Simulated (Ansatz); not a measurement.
Consider the following.

ZrB:
```yaml
crystal:
  lattice:
    - [0.00000, 2.45580, 2.45580]
    - [2.45580, 0.00000, 2.45580]
    - [2.45580, 2.45580, 0.00000]
  atoms:
    - { symbol: Zr, position: [0.00000, 0.00000, 0.00000] }
    - { symbol: B, position: [0.50000, 0.50000, 0.50000] }
```

This is the r²SCAN-relaxed structure.

Task: All from the program Ansatz at the r²SCAN level (PAW), unless another level is named. Predict the electronic character.

Result: metallic (no gap).

Task: And the density of states at the Fermi level?

Result: 0.56 states/eV per atom (mean over ±0.08 eV).

Task: What about the formation energy from the elements (no fitted shifts)?

Result: -0.44 eV/atom.

Task: Predict the gap with spin–orbit coupling.

Result: none (metallic).

Space group Fm-3m (rock salt). The workflow started from an entry of the Crystallography Open Database (COD). Its standing as an ambient phase is unchecked. The r²SCAN relaxation kept the symmetry of its start; its stability against distortions is not shown here. The run is not spin-polarised. The volume moved by 18 % from the start of the relaxation. The references are the lowest solids computed at this level, not always the standard phases. Spin–orbit coupling is left out wherever it is not named.

Potentials: the later of the program's two PAW sets.
